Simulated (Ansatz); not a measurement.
Relaxed-ion elastic tensor of SiO₂ in space group Ima2 (No. 46; Si on 8c, O on 8c, O on 4a, O on 4b) in GPa (Voigt order), DFT-r²SCAN in the program Ansatz with PAW potentials; density 1.86 g/cm³, 17.87 Å³ per atom.

```
 61.7   55.0    0.7    0.0    0.0    0.0
 55.0   72.7  -15.7    0.0    0.0    0.0
  0.7  -15.7   64.2    0.0    0.0    0.0
  0.0    0.0    0.0   11.3    0.0    0.0
  0.0    0.0    0.0    0.0   20.9    0.0
  0.0    0.0    0.0    0.0    0.0   49.5
```

Q: Is the crystal mechanically stable?

A: Yes: the smallest eigenvalue of C is 9.6 GPa.

Q: Work out the Voigt, Reuss and Hill averages.

A: K_V = 30.9, K_R = 26.3, K_H = 28.6; G_V = 26.9, G_R = 13.0, G_H = 19.9 GPa.

Q: Give Young's modulus, Poisson's ratio, Pugh's ratio and the universal anisotropy index.

A: E = 9KG/(3K + G) = 48.6 GPa; ν = 0.22; K/G = 1.43 (brittle by the Pugh limit of 1.75); A_U = 5G_V/G_R + K_V/K_R − 6 = 5.56.

Q: Estimate the sound speeds and the Debye temperature.

A: v_l = √((K + 4G/3)/ρ) = 5450 m/s, v_t = √(G/ρ) = 3270 m/s, mean 3620 m/s; Θ = (h/k)(3n/4πV)^(1/3) v_m = 412 K.

Q: How much does each axis shrink under pressure?

A: Linear compressibilities β_i = Σ_j S_ij (j = 1 to 3): x -0.42, y 18, z 20 per TPa.

The workflow started from a Materials Project entry (that database holds measured and hypothetical structures alike); the Crystallography Open Database copy checked does not list it. It is not the phase usual at ambient conditions (space group No. 92, 152, 154). The r²SCAN relaxation kept the symmetry of its start; whether a distortion lowers the energy is not shown.

Potentials: the earlier of the program's two PAW sets. The files were generated under PBE; for other functionals the program regenerates the frozen cores, and for LDA and PBEsol the local potential too.
